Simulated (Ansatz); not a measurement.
PbTe (rock salt)

```
PbTe
1.0
    0.00000     3.26735     3.26735
    3.26735     0.00000     3.26735
    3.26735     3.26735     0.00000
Te Pb
1 1
Cartesian
  0.00000   0.00000   0.00000
  3.26735   3.26735   3.26735
```

The slice is a {100} plane (indices of the conventional cell) through the point (0.000, 0.000, 0.000) (fractional), spanned by u = [100] and v = [0 1 -1] in vectors of this cell: u (4.62 Å) and v (4.62 Å, at 90° to u). It covers one period; positions are fractions (u, v).

Method: r2SCAN (plane waves to 500 eV, PAW, scalar-relativistic; Ansatz, a program for electronic structure). k mesh 9×9×9. These are valence fields of a PAW run, semicore shells included where kept as valence: close to a nucleus they are smooth pseudo fields. PbTe was relaxed with its symmetry unable to fall. Spin-orbit coupling is left out, though Pb and Te are heavy.

Task: What is the valence density on the shortest Te–Pb line in this plane (3.27 Å), at its minimum between the atoms?

Result: 0.19 e/Å³.

Task: The ELF has a maximum in the middle third of the Te–Pb line. Where, and how high?

Result: 0.67, 1.3 Å from Te.

Task: What is the ELF at the density minimum of the shortest Te–Pb line in this plane (3.27 Å)?

Result: 0.3.

Task: Predict the map of the density of the highest valence band (whole band, smooth part) on the slice.

Result: 
| v \ u | 0.00 | 0.14 | 0.29 | 0.43 | 0.57 | 0.71 | 0.86 |
|---|---|---|---|---|---|---|---|
| 0.86 | 0.065 | 0.100 | 0.043 | 0.013 | 0.013 | 0.043 | 0.100 |
| 0.71 | 0.061 | 0.043 | 0.025 | 0.033 | 0.033 | 0.025 | 0.043 |
| 0.57 | 0.013 | 0.013 | 0.033 | 0.053 | 0.053 | 0.033 | 0.013 |
| 0.43 | 0.013 | 0.013 | 0.033 | 0.053 | 0.053 | 0.033 | 0.013 |
| 0.29 | 0.061 | 0.043 | 0.025 | 0.033 | 0.033 | 0.025 | 0.043 |
| 0.14 | 0.065 | 0.100 | 0.043 | 0.013 | 0.013 | 0.043 | 0.100 |
| 0.00 | 0.002 | 0.065 | 0.061 | 0.013 | 0.013 | 0.061 | 0.065 |

Values: density of the highest valence band (whole band, smooth part) in e/Å³.
